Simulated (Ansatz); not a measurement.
Total density of states per atom from the program Ansatz at the PBE level (PAW), in 0.25 eV bins, energy from the Fermi level:

(E (eV), states/eV/atom): (-7.85, 0.00); (-7.60, 0.00); (-7.35, 0.00); (-7.10, 0.00); (-6.85, 0.00); (-6.60, 0.00); (-6.35, 0.00); (-6.10, 0.00); (-5.85, 0.01); (-5.60, 0.07); (-5.35, 0.12); (-5.10, 0.18); (-4.85, 0.25); (-4.60, 0.39); (-4.35, 0.50); (-4.10, 0.59); (-3.85, 0.62); (-3.60, 0.49); (-3.35, 0.36); (-3.10, 0.89); (-2.85, 1.23); (-2.60, 1.25); (-2.35, 1.39); (-2.10, 0.89); (-1.85, 0.69); (-1.60, 0.54); (-1.35, 0.42); (-1.10, 0.34); (-0.85, 0.28); (-0.60, 0.23); (-0.35, 0.15); (-0.10, 0.13); (0.15, 0.16); (0.40, 0.19); (0.65, 0.26); (0.90, 0.33); (1.15, 0.37); (1.40, 0.43); (1.65, 0.50); (1.90, 0.57); (2.15, 0.67); (2.40, 0.86); (2.65, 0.96); (2.90, 1.69); (3.15, 1.26); (3.40, 0.54); (3.65, 1.64); (3.90, 2.14); (4.15, 0.32); (4.40, 0.33); (4.65, 0.38)

### Question
Which of these materials gives this?
(A) TiC, rock salt
(B) AlCr2C, P6_3/mmc (Al on 2d, Cr on 4f, C on 2a)
(C) TiSi2, Fddd (Ti on 8b, Si on 16f)
(D) SrTiO3, cubic perovskite

### Answer
A, TiC, rock salt. Within 0.5 eV of the Fermi level: Ti 3d 49 %, C 2p 48 %. Projections are on Löwdin-orthogonalised atomic valence shells; empty p or d shells of many metals are not among them.

Space group Fm-3m (rock salt). The PBE relaxation kept the symmetry of its start. The run is not spin-polarised.

Potentials: the earlier of the program's two PAW sets.
